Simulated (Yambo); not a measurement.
```
CELL_PARAMETERS angstrom
      0.00000     2.24980     2.24980
      2.24980     0.00000     2.24980
      2.24980     2.24980     0.00000
ATOMIC_POSITIONS crystal
  N  0.25000 0.25000 0.25000
  Ga 0.00000 0.00000 0.00000
```

GaN (zinc blende, space group F-43m, No. 216): mean Im ε in 1 eV windows above the direct gap of 2.74 eV, for different electron-hole kernels (Yambo, broadening 0.15 eV, norm-conserving PBE (Quantum ESPRESSO, 84 Ry, without SOC) bands; 10×10×10 mesh, 3 valence and 1 conduction bands, static screening with 17 bands and a 4 Ry block, scissor 0.95 eV, Tamm-Dancoff; field along x).

```tsv
window (eV)	independent quasiparticles	RPA (no attraction)	BSE
2.7 to 3.7	0.9	0.8	1.9
3.7 to 4.7	1.6	1.4	2.2
4.7 to 5.7	2.2	1.8	3.6
5.7 to 6.7	3.4	2.8	6.3
6.7 to 7.7	6.1	5.5	7.1
7.7 to 8.7	7.6	8.1	3.8
```

This run doesn't resolve bound excitons or single peaks, so only averages are given, and they too depend on the mesh; weight that the attraction moves below the gap isn't listed. All transitions below 9.61 eV are in the band window. The scissor comes from a G0W0 run whose convergence isn't established.

Spin-orbit splittings are left out.

Bands and orbitals come from the standard potentials; the scissor and the G0W0 gaps come from a run at the same geometry on the stringent ones, which hold whole semicore shells in the valence.

Geometry relaxed with PBEsol.

This is not the ordinary phase of the substance; no match was found in the copy of COD used, and its stability was not checked.
